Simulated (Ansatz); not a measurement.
Energy landscape of Zr3N4

3 relaxations of Zr3N4 ended in 3 distinct structures. Method: PBEsol (plane waves to 420 eV, PAW, scalar-relativistic; Ansatz, a first-principles code).

```csv
#,space group,Pearson,type,E − E(lowest) (eV/atom),V (Å³/atom),"gap (eV, no SOC)",runs ending here
1,I-43d,cI28,–,0.000,10.75,0.75,1
2,R-3m,hR7,–,0.041,12.04,0.99,1
3,Fd-3m,cF56,–,0.067,13.38,0.50,1
```

I-43d, cI28 is the lowest of the structures calculated here.

Space group I-43d (No. 220); a = b = c = 6.703 Å, α = β = γ = 90.00°

```json
[
 {"atom": "Zr", "site": "12a", "symmetry": "-4..", "x": "0.0000", "y": "0.2500", "z": "0.3750"},
 {"atom": "N", "site": "16c", "symmetry": ".3.", "x": "0.0709", "y": "0.0709", "z": "0.0709"}
]
```
(The calculation used a cell of 14 atoms; values per cell refer to that cell.)

Each run could gain symmetry but not lose that of its start, so entries can be saddle points.  Energies are at zero temperature and pressure, without zero-point motion. No spin polarisation in the result. Gaps of cells over 8 atoms come from the SCF mesh and high-symmetry points alone.
